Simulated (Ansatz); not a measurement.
Relaxed-ion elastic tensor of NbB₂ in space group P6/mmm (No. 191; Nb on 1a, B on 2d) in GPa (Voigt order), LDA in the plane-wave PAW code Ansatz; density 7.09 g/cm³, 8.94 Å³ per atom.

```csv
,1,2,3,4,5,6
1,641,123,206,0.0,0.0,0.0
2,123,641,206,0.0,0.0,0.0
3,206,206,476,0.0,0.0,0.0
4,0.0,0.0,0.0,246,0.0,0.0
5,0.0,0.0,0.0,0.0,246,0.0
6,0.0,0.0,0.0,0.0,0.0,259
```

**Question.** Is the crystal mechanically stable?

**Answer.** Yes: the smallest eigenvalue of C is 246 GPa.

**Question.** Work out the Voigt, Reuss and Hill averages.

**Answer.** K_V = 314, K_R = 313, K_H = 314; G_V = 232, G_R = 221, G_H = 226 GPa.

**Question.** Give Young's modulus, Poisson's ratio, Pugh's ratio and the universal anisotropy index.

**Answer.** E = 9KG/(3K + G) = 547 GPa; ν = 0.21; K/G = 1.39 (brittle by the Pugh limit of 1.75); A_U = 5G_V/G_R + K_V/K_R − 6 = 0.25.

**Question.** Estimate the sound speeds and the Debye temperature.

**Answer.** v_l = √((K + 4G/3)/ρ) = 9310 m/s, v_t = √(G/ρ) = 5650 m/s, mean 6240 m/s; Θ = (h/k)(3n/4πV)^(1/3) v_m = 896 K.

**Question.** Solve the Christoffel equation for the three sound speeds along x, y, z.

**Answer.** Eigenvalues of C_ijkl n_j n_l equal ρv². In km/s, slowest first: x 5.89, 6.04, 9.51; y 5.89, 6.04, 9.51; z 5.89, 5.89, 8.19.

**Question.** How much does each axis shrink under pressure?

**Answer.** Linear compressibilities β_i = Σ_j S_ij (j = 1 to 3): x 0.97, y 0.97, z 1.3 per TPa.

The first step of the workflow began from a Materials Project structure, measured or hypothetical; the Crystallography Open Database files this formula in space group No. 191, but the cells were not matched. Whether it is the stable phase at ambient conditions was not checked. Symmetry was held in the LDA relaxation; whether a distortion lowers the energy is not shown. No spin polarisation was allowed. As this level gives no gap, shear constants depend on the k-mesh and smearing (Fermi–Dirac, 0.1 eV here).

Potentials: the later of the program's two PAW sets.
